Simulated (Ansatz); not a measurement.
Relaxed SnTe (rock salt):

```yaml
crystal:
  lattice:
    - [0.00000, 3.18510, 3.18510]
    - [3.18510, 0.00000, 3.18510]
    - [3.18510, 3.18510, 0.00000]
  atoms:
    - { symbol: Te, position: [0.00000, 0.00000, 0.00000] }
    - { symbol: Sn, position: [0.50000, 0.50000, 0.50000] }
```

Scan: atom 2 (Sn, nearest neighbour Te at 3.185 Å; its periodic images, 4.5 Å or more away, move with it) is displaced towards the nearest neighbour, direction (-1.000, 0.000, 0.000) in Cartesian axes, by s. The other atoms stay.

Calculation: r2SCAN (plane waves to 500 eV, PAW, scalar-relativistic; Ansatz, a program for electronic structure). k mesh 7×7×7 (Γ-centred), Fermi-Dirac smearing 0.05 eV. Energies are smeared free energies. SnTe was relaxed with its symmetry unable to fall. Spin-orbit coupling is left out, though Te is heavy. The zero of ΔE is the undisplaced structure.

| s (Å) | ΔE (meV/cell) |
|---|---|
| -0.320 | 20.3 |
| -0.256 | 2.4 |
| -0.192 | -3.8 |
| -0.128 | -3.5 |
| -0.064 | -1.2 |
| 0.000 | 0.0 |
| 0.064 | -1.2 |
| 0.128 | -3.5 |
| 0.192 | -3.8 |
| 0.256 | 2.4 |
| 0.320 | 20.3 |

Question: Is this a single well or a double well?

Answer: A double well: the undisplaced structure is a maximum between two minima.

Question: By a smooth curve through the points, how far does the atom move to reach the deepest minimum?

Answer: 0.17 Å from zero.

Question: By a smooth curve, how deep is the well, measured from the undisplaced structure?

Answer: 4.1 meV/cell, cell held fixed.

(A displaced cell: forces are minus the slopes of the energy, force constants its curvatures, and phonons follow from these.)
